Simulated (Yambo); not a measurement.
G0W0@LDA for Sr2H3I (space group P-3m1, No. 164) in Yambo. Reference settings: 3×3×2 Γ-centred k mesh, 214 bands and a 8 Ry block in the screening, 214 bands in G with the Bruneval-Gonze terminator, plasmon pole fitted at 27.2 eV. The LDA gap A → K on this mesh is 1.87 eV; G0W0 gaps are taken between the same points.

The settings were changed. The gap went from 3.68 eV to 3.42 eV, and the shift of the valence edge from -1.09 eV to -0.80 eV.

Problem. Which change was made?
A) 3 Ry block
B) no terminator
C) 94 bands in W
D) 134 bands in G

Solution. A, 3 Ry block. The others gave (gap, valence shift): 94 bands in W: 3.64, -0.92 eV; no terminator: 3.69, -1.03 eV; 134 bands in G: 3.67, -1.07 eV.

Spin-orbit coupling is not included.

Geometry of the Materials Project entry, not relaxed at this level; primitive cell a = 4.2427 Å, b = 4.2427 Å, c = 7.6828 Å, α = 90.00°, β = 90.00°, γ = 120.00°.

The structure is a Materials Project entry; no match was found in the copy of COD used, and its stability was not checked.

A shift is the quasiparticle energy of the state minus its LDA energy.
